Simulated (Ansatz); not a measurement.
# La vacancy in La2Ni2I, calculated

All numbers are calculated (PBEsol, no spin polarisation, no spin-orbit coupling; Ansatz, PAW set soft_2, 420 eV, k-mesh 3×3×3), not measured.

The relaxed host crystal (no gap at this level of theory):

```
I La Ni
1.0
     4.06316    0.00000    0.00000
    -2.03158    3.51880    0.00000
     0.00000    0.00000    8.69954
I La Ni
1 2 2
Direct
  0.66667 0.33333 0.50000
  0.00000 0.00000 0.21094
  0.00000 0.00000 0.78906
  0.33333 0.66667 0.00000
  0.66667 0.33333 0.00000
```

Supercell of 20 atoms, rows of the matrix [[0,-2,0],[-2,0,0],[0,0,-1]] times the cell vectors; La vacancy at (0.000, 0.000, 0.211) in fractions of the cell above. Atoms are relaxed at the host's cell, from a start shaken by 0.05 Å near the defect. The cell loses 1 of its 8 La, so this is a heavily defective crystal.

Distances from the empty La site (Å), by shell of the perfect crystal:

```
shell  perfect crystal  relaxed, charge 0
 6 Ni             2.98               2.98
  3 I             3.44               3.45
```

| charge | gap of the cell on the mesh (eV) |
| --- | --- |
| 0 | 0.00 |

Formation energy of the neutral defect: 2.76 eV, taking atoms from and to the elements' standard states (no corrections for gases), so it belongs to those chemical potentials alone.

Relaxed cell at charge 0:

```
La2Ni2I V_La charge 0
1.0
     4.0632   -7.0376    0.0000
    -8.1263    0.0000    0.0000
     0.0000    0.0000   -8.6995
I La Ni
4 7 8
Direct
  0.3318 0.1664 0.4965
  0.8330 0.1668 0.4970
  0.3322 0.6665 0.4998
  0.8331 0.6680 0.4970
  0.4998 0.0013 0.7882
  0.9981 0.4997 0.7884
  0.4998 0.4994 0.7880
  0.9994 0.0008 0.2023
  0.4998 0.0015 0.2100
  0.9976 0.4996 0.2103
  0.5004 0.4999 0.2101
  0.1653 0.3319 0.0022
  0.6660 0.3340 0.9996
  0.1645 0.8336 0.0029
  0.6686 0.8348 0.0013
  0.3319 0.1661 0.9996
  0.8327 0.1663 0.9990
  0.3338 0.6674 0.0016
  0.8325 0.6675 0.0014
```

Caveats: a metal with Cr, Mn, Fe, Co or Ni was run without spin, and may be magnetic; small supercell, so energies and levels can be off by tenths of an eV; one random start near the defect, so other minima are possible.
